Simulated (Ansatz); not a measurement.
The relaxed structure here is a generated cell of MoRu: the first start was made by placing the elements on the sites of a structure type, and the end was not matched to a known phase here, so it may be hypothetical.

One starting cell of MoRu (a generated cell, MoRu built in the AFLOW prototype AB_oP8_62_c_c (B31, as in MnP)) was relaxed twice with Ansatz (plane waves, PAW, scalar-relativistic): with PBEsol at 420 eV and with PBE at 420 eV. The PBEsol result:

```xyz
8
Lattice="5.9501 0.0000 0.0000 0.0000 2.7216 0.0000 0.0000 0.0000 7.4428" Properties=species:S:1:pos:R:3 pbc="T T T"
Mo     5.8603     0.6804     1.4161
Mo     2.8852     0.6804     2.3053
Mo     0.0899     2.0412     6.0267
Mo     3.0649     2.0412     5.1375
Ru     1.1125     0.6804     3.9186
Ru     4.0876     0.6804     7.2457
Ru     4.8376     2.0412     3.5243
Ru     1.8625     2.0412     0.1972
```

```
quantity                          PBEsol    PBE
--------------------------------  ------  -----
space group                         Pnma   Pnma
volume (Å³/atom)                   15.07  15.57
a (Å)                              5.950  6.005
b (Å)                              2.722  2.756
c (Å)                              7.443  7.528
gap (eV, no spin-orbit coupling)    0.00   0.00
```

Both levels end in the same structure; PBE's volume is 3.4 % larger. Neither column is exact.

No spin polarisation in the result.

The run could not lose the symmetry of its start, so the end can be a saddle point.

Ansatz is a quantum-chemistry and plane-wave program.
